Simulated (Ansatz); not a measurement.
Values for one crystal, relaxed and computed with LDA (plane waves, PAW; program Ansatz); other levels are named.

Volume per atom: 14.25 Å³
Band gap: 3.11 eV (indirect)
Electronic dielectric constant ε∞ (DFPT): 3.22 (xx = yy), 3.35 (zz)
Conduction-band minimum: at M
Smallest direct gap on the standard path: 3.34 eV
Electron effective mass: 1.1, 2.0, 2.0 mₑ (principal values)
HSE06 gap on the LDA cell: 4.40 eV

Task: Which compound is it?
A. CaO, rock salt
B. SnO2, Pbcn (Sn on 4c, O on 8d)
C. OsO4, I-42m (Os on 2b, O on 8i)
D. WO3, ReO3 type

Result: C, OsO4, I-42m (Os on 2b, O on 8i)

The first step of the workflow began from a Materials Project structure, measured or hypothetical; the Crystallography Open Database copy checked does not list it. COD files the formula under space group No. 5, so this cell is another polymorph or a model. Its standing as an ambient phase is unchecked. The LDA relaxation kept the symmetry of its start; whether a distortion lowers the energy is not shown. The run is not spin-polarised. A crystal of weakly bound molecules computed without a dispersion correction: the cell and the soft elastic constants depend strongly on that. Spin–orbit coupling is left out wherever it is not named.

Potentials: the later of the program's two PAW sets.
